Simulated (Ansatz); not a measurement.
Task: TaC (rock salt, Fm-3m) is relaxed with the program Ansatz at the PBEsol level (PAW). What lattice parameters of the conventional cell result?

Result: a = 4.440 Å.

Task: Is it a metal or does it have a gap at this level?

Result: No gap at this level.

The PBEsol relaxation kept the symmetry of its start. No spin polarisation was allowed. Scalar-relativistic: spin–orbit coupling is off unless named, which matters more the heavier the elements.

Potentials: the later of the program's two PAW sets.
